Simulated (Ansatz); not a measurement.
SiC (4H type, space group P6_3mc)

```xyz
8
Lattice="3.0778 0.0000 0.0000 -1.5389 2.6654 0.0000 0.0000 0.0000 10.0773" Properties=species:S:1:pos:R:3 pbc="T T T"
Si     0.0000     0.0000     0.0030
Si     0.0000     0.0000     5.0417
Si     1.5389     0.8885     7.5605
Si     0.0000     1.7769     2.5218
C      0.0000     0.0000     8.1916
C      0.0000     0.0000     3.1529
C      1.5389     0.8885     5.6656
C      0.0000     1.7769     0.6269
```

The volume is varied about the relaxed value V₀ at fixed cell shape. The atoms relax within the cell's symmetry.

The numbers are results of r2SCAN (plane waves to 500 eV, PAW, scalar-relativistic; Ansatz, a quantum-chemistry and plane-wave program), not measurements. k mesh 12×12×4 (Γ-centred), Fermi-Dirac smearing 0.05 eV. Energies are smeared free energies. Compression counts positive. SiC was relaxed with its symmetry unable to fall. The PAW data are Ansatz's earlier set. ΔE is measured from the relaxed starting cell.

Task: Predict the ΔE (meV/atom) and P (GPa) at V/V₀ = 0.940, 0.952, 0.964, 1.024, 1.048, 1.060.

Result: 
```json
[
 {"V/V₀": "0.940", "ΔE (meV/atom)": "29.3", "P (GPa)": "15.9"},
 {"V/V₀": "0.952", "ΔE (meV/atom)": "18.3", "P (GPa)": "12.3"},
 {"V/V₀": "0.964", "ΔE (meV/atom)": "10.1", "P (GPa)": "9.0"},
 {"V/V₀": "1.024", "ΔE (meV/atom)": "4.1", "P (GPa)": "-5.2"},
 {"V/V₀": "1.048", "ΔE (meV/atom)": "15.7", "P (GPa)": "-9.7"},
 {"V/V₀": "1.060", "ΔE (meV/atom)": "24.0", "P (GPa)": "-11.8"}
]
```

(Under strain, the slope of the energy per volume gives the stress and its curvature an elastic modulus.)
